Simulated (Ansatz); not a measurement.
Relaxation of a generated trial cell of SrTiO3 in the cubic-perovskite structure type; 5 atoms in the cell, which starts as Pm-3m (No. 221), cP5; a = 3.8658 Å, b = 3.8658 Å, c = 3.8658 Å, α = 90.00°, β = 90.00°, γ = 90.00°. Computed with PBE (plane waves to 420 eV, PAW, scalar-relativistic; Ansatz, a first-principles code). Γ-centred k-mesh 6×6×6 on the run's cell (coarser than for final values), Fermi–Dirac smearing 0.05 eV. This is the first round of the run. 

The optimiser's lines from the output (shortened; P is positive under compression):

```
relax step   1: F+E_penalty+E_count = -7754.38683555 eV  Δ(F+E_penalty+E_count) = +0.000e0 eV  max|allowed force component| = 1.381e-29 eV/Å  Δτ_max = 0.0000 Å  P = +10.435 GPa  Ω = 57.772 Å³  (6 SCF iters, dr2 threshold 1.00e-7 eV, accepted)
relax step   2: F+E_penalty+E_count = -7754.47191174 eV  Δ(F+E_penalty+E_count) = -8.508e-2 eV  max|allowed force component| = 7.428e-30 eV/Å  Δτ_max = 0.0000 Å  P = +0.959 GPa  Ω = 60.535 Å³  (6 SCF iters, dr2 threshold 5.00e-7 eV, accepted)
relax step   3: F+E_penalty+E_count = -7754.47180281 eV  Δ(F+E_penalty+E_count) = +1.089e-4 eV  max|allowed force component| = 4.113e-29 eV/Å  Δτ_max = 0.0000 Å  P = +0.068 GPa  Ω = 60.829 Å³  (6 SCF iters, dr2 threshold 5.00e-7 eV, accepted)
relax step   4: F+E_penalty+E_count = -7754.47172677 eV  Δ(F+E_penalty+E_count) = +7.604e-5 eV  max|allowed force component| = 4.397e-29 eV/Å  Δτ_max = 0.0000 Å  P = +0.001 GPa  Ω = 60.852 Å³  (6 SCF iters, dr2 threshold 1.17e-8 eV, accepted)
relax step   5: F+E_penalty+E_count = -7754.48673774 eV  Δ(F+E_penalty+E_count) = -1.501e-2 eV  max|allowed force component| = 4.986e-29 eV/Å  Δτ_max = 0.0000 Å  P = +0.413 GPa  Ω = 60.852 Å³  stress off target by 4.13e-1 GPa  SCF on the basis re-selected at this cell (its energy is not comparable with the rows above)  (7 SCF iters)
relax step   6: F+E_penalty+E_count = -7754.48643331 eV  Δ(F+E_penalty+E_count) = +3.044e-4 eV  max|allowed force component| = 3.450e-29 eV/Å  Δτ_max = 0.0000 Å  P = +0.018 GPa  Ω = 60.991 Å³  (6 SCF iters, dr2 threshold 4.27e-7 eV, accepted)
relax step   7: F+E_penalty+E_count = -7754.48706878 eV  Δ(F+E_penalty+E_count) = -6.355e-4 eV  max|allowed force component| = 4.176e-29 eV/Å  Δτ_max = 0.0000 Å  P = +0.024 GPa  Ω = 60.991 Å³  stress off target by 2.37e-2 GPa  SCF on the basis re-selected at this cell (its energy is not comparable with the rows above)  (6 SCF iters)
relax step   8: F+E_penalty+E_count = -7754.48704103 eV  Δ(F+E_penalty+E_count) = +2.775e-5 eV  max|allowed force component| = 4.851e-30 eV/Å  Δτ_max = 0.0000 Å  P = +0.001 GPa  Ω = 60.999 Å³  (6 SCF iters, dr2 threshold 1.41e-9 eV, accepted)
relax step   9: F+E_penalty+E_count = -7754.48704103 eV  Δ(F+E_penalty+E_count) = -6.366e-12 eV  max|allowed force component| = 2.422e-29 eV/Å  Δτ_max = 0.0000 Å  P = +0.001 GPa  Ω = 60.999 Å³  stress off target by 8.85e-4 GPa  SCF on the basis re-selected at this cell (its energy is not comparable with the rows above)  (10 SCF iters)
```

From the first to the last row the energy changes by -0.02 eV/atom and the volume by +5.6 %. The last row is marked as not comparable with the walk above it, whose basis was carried along; it does compare with step 1, since both stand on a basis selected at the nominal cutoff for their own cell.

Later rounds, restarted from the end of this one on a renewed k-mesh, logged 2 more steps and released under 1 meV/atom more. The final structure after all rounds: Pm-3m (No. 221), cP5, cubic perovskite type; a = 3.936 Å, b = 3.936 Å, c = 3.936 Å, α = 90.00°, β = 90.00°, γ = 90.00°. Between re-selections the logged energies stand on a plane-wave basis carried along with the cell. No spin polarisation in the result.

The run could not lose the symmetry of its start.

All atoms sit on sites fixed by symmetry, so only the cell could relax.
